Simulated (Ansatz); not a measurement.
Al₃Cu: how the plane-wave cutoff moves the results

Method: DFT PBEsol, scalar-relativistic, plane waves, PAW (Ansatz).

```
Al Cu
1.0
     3.92415    0.00000    0.00000
     0.00000    3.92415    0.00000
     0.00000    0.00000    3.92415
Al Cu
3 1
Cartesian
  0.0000 1.9621 1.9621
  1.9621 0.0000 1.9621
  1.9621 1.9621 0.0000
  0.0000 0.0000 0.0000
```

The Γ-centred k-mesh is 12×12×12. The occupation rule is Gaussian smearing, 0.1 eV, the spin treatment is unpolarised and the valence charge of the PAW sets is Al 3, Cu 19.

The atoms are held and the plane-wave cutoff is swept. Energies are extrapolated to zero smearing and count from the reference run, 500 eV. The cell isn't necessarily relaxed at this level. Pressure is positive in compression and holds a correction for the finite cutoff (Pulay stress).

**Question.** One run gave ΔE = 0.80 meV/atom and P = -2.36 GPa. Which plane-wave cutoff did it use, of 250, 300, 350, 420?

**Answer.** 420 eV. All runs:

| cutoff (eV) | ΔE (meV/atom) | P (GPa) | plane waves at Γ |
| --- | --- | --- | --- |
| 250 | 705 | 0.67 | 515 |
| 300 | 92.3 | -1.90 | 739 |
| 350 | 9.06 | -2.36 | 895 |
| 420 | 0.80 | -2.36 | 1189 |
| 500 | 0.00 | -2.35 | 1551 |